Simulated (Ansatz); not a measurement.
VSi (NiAs type, P6_3/mmc), PBE (plane waves, PAW; program Ansatz), all energies at zero smearing, with the estimated change up to a 700 eV cutoff added, with one set of potentials and settings (totals compare only within such a set). Cell of 4 atoms (2 V, 2 Si): -7097.861 eV.

```tsv
element	reference phase	E (eV/atom)
V	Im-3m, 1 atoms in the cell	-2912.4140
Si	Fd-3m, 2 atoms in the cell	-635.8096
```

Formation energy per atom, worked out: (-7097.861 − 2×(-2912.4140) − 2×(-635.8096))/4 = -0.353 eV/atom (-34 kJ per mol of atoms), at 0 K, without zero-point energy or fitted corrections.

The cell is a constructed one: a structure type filled with these elements; neither database checked (COD, Materials Project) lists it. Its standing as an ambient phase is unchecked. Symmetry was held in the PBE relaxation; its stability against distortions is not shown here. The workflow began spin-polarised and lost its moments. The references are the lowest solids computed at this level, not always the standard phases.

Potentials: the later of the program's two PAW sets.
